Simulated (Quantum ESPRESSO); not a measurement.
pw.x input (Quantum ESPRESSO 7.5; LDA, PseudoDojo standard norm-conserving files, scalar-relativistic):

```
&CONTROL
  calculation = 'scf'
  pseudo_dir = './pseudo'
  outdir = './out'
  tprnfor = .true.
  tstress = .true.
/
&SYSTEM
  ibrav = 0
  nat = 2
  ntyp = 2
  ecutwfc = 84.0
  ecutrho = 336.0
  occupations = 'smearing'
  smearing = 'fd'
  degauss = 0.002
  nbnd = 12
/
&ELECTRONS
  conv_thr = 2e-10
/
ATOMIC_SPECIES
Mg 24.3050 Mg.upf
S 32.0600 S.upf
CELL_PARAMETERS angstrom
  0.000000000000   2.565688111000   2.565688111000
  2.565688111000   0.000000000000   2.565688111000
  2.565688111000   2.565688111000   0.000000000000
ATOMIC_POSITIONS crystal
Mg   0.000000000000   0.000000000000   0.000000000000
S   0.500000000000   0.500000000000   0.500000000000
K_POINTS automatic
10 10 10 0 0 0
```

End of the output:

```
     total energy              =    -140.89907750 Ry
     estimated scf accuracy    <       0.00000599 Ry
     total energy              =    -140.89907851 Ry
     estimated scf accuracy    <       0.00000024 Ry
     total energy              =    -140.89907859 Ry
     estimated scf accuracy    <       0.00000004 Ry
[...]
     the Fermi energy is     8.0875 ev
!    total energy              =    -140.89907859 Ry
     estimated scf accuracy    <          6.8E-11 Ry
     smearing contrib. (-TS)   =       0.00000000 Ry
     internal energy E=F+TS    =    -140.89907859 Ry
     The total energy is F=E-TS. E is the sum of the following terms:
     one-electron contribution =     -84.96853009 Ry
     hartree contribution      =      43.73749909 Ry
     xc contribution           =     -21.87931897 Ry
     ewald contribution        =     -77.78872862 Ry
     convergence has been achieved in   7 iterations
     Forces acting on atoms (cartesian axes, Ry/au):
     atom    1 type  1   force =     0.00000000    0.00000000    0.00000000
     atom    2 type  2   force =    -0.00000000   -0.00000000   -0.00000000
     Total force =     0.000000     Total SCF correction =     0.000000
     Computing stress (Cartesian axis) and pressure
          total   stress  (Ry/bohr**3)                   (kbar)     P=       -0.12
  -0.00000081   0.00000000   0.00000000           -0.12        0.00        0.00
   0.00000000  -0.00000081   0.00000000            0.00       -0.12        0.00
   0.00000000   0.00000000  -0.00000081            0.00        0.00       -0.12
```
In a gapped system the printed Fermi energy is only some level inside the gap.

Geometry relaxed with LDA.
